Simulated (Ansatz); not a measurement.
**In$_{3}$Se: an elastic constant from a strain scan**

These are results of Ansatz, DFT PBEsol+D3(BJ), scalar-relativistic, plane waves, PAW, not measurements. Cutoff 420 eV, Γ-centred 10×10×10 k-points, Gaussian smearing of 0.15 eV. No spin polarisation. Energies are free energies at this smearing, counted from the undisturbed cell; pressure is positive in compression.

The undisturbed cell (relaxed at this level; it needn't be the usual structure):

```
CELL_PARAMETERS angstrom
4.58785 0.00000 0.00000
0.00000 4.58785 0.00000
0.00000 0.00000 4.58785
ATOMIC_POSITIONS crystal
In 0.00000 0.50000 0.50000
In 0.50000 0.00000 0.50000
In 0.50000 0.50000 0.00000
Se 0.00000 0.00000 0.00000
```

The cell is strained by ε times the Voigt pattern (1, 0, 0, 0, 0, 0) (xx, yy, zz, yz, xz, xy; engineering shear) with fractional coordinates fixed. The cell holds 4 atoms in V0 = 96.57 Å³. The stress column is τ = (1/V0) dE/dε, got from the stress tensor σ (compression positive) at each point as −det(1 + εP) σ : P(1 + εP)⁻¹, with P the pattern as a tensor.

| ε | ΔE (meV/atom) | τ (GPa) |
| --- | --- | --- |
| -0.0600 | 15.372 | -3.591 |
| -0.0450 | 8.358 | -2.613 |
| -0.0300 | 3.549 | -1.649 |
| -0.0150 | 0.837 | -0.766 |
| 0.0000 | 0.000 | 0.012 |
| 0.0150 | 0.847 | 0.733 |
| 0.0300 | 3.302 | 1.440 |
| 0.0450 | 7.363 | 2.156 |
| 0.0525 | 10.002 | 2.515 |
| 0.0600 | ? | ? |

Task: Which combination of elastic constants does this scan measure, and how large is it?

Result: For small ε, τ = τ0 + Kε with K = pᵀCp, which for this pattern is C11 in the cubic axes. The parabola through τ at ε = -0.0150, 0 and 0.0150 has slope K = 50 GPa at zero. The energies per cell, E = NΔE, of the same two points give K = 2[E(ε₊)/ε₊ − E(ε₋)/ε₋]/[(ε₊ − ε₋)V0] = 50 GPa, in agreement.

Task: Predict the withheld row at ε = 0.0600 from the harmonic law, and compare.

Result: ΔE = V0(τ0 ε + Kε²/2)/N = 13.662 meV/atom and τ = 3.01 GPa. The calculation gives 13.044 meV/atom and 2.87 GPa, a miss of 4.5 % of the harmonic energy, so the harmonic law still holds on this side, though at ε = -0.0600 the energy lies 14 % above it.

In a metal these slopes depend on the k mesh and the smearing.

Cost: 10 runs of about 1.8 core-minutes in all, on Intel Xeon 6975P-C (Granite Rapids) (shared hosts).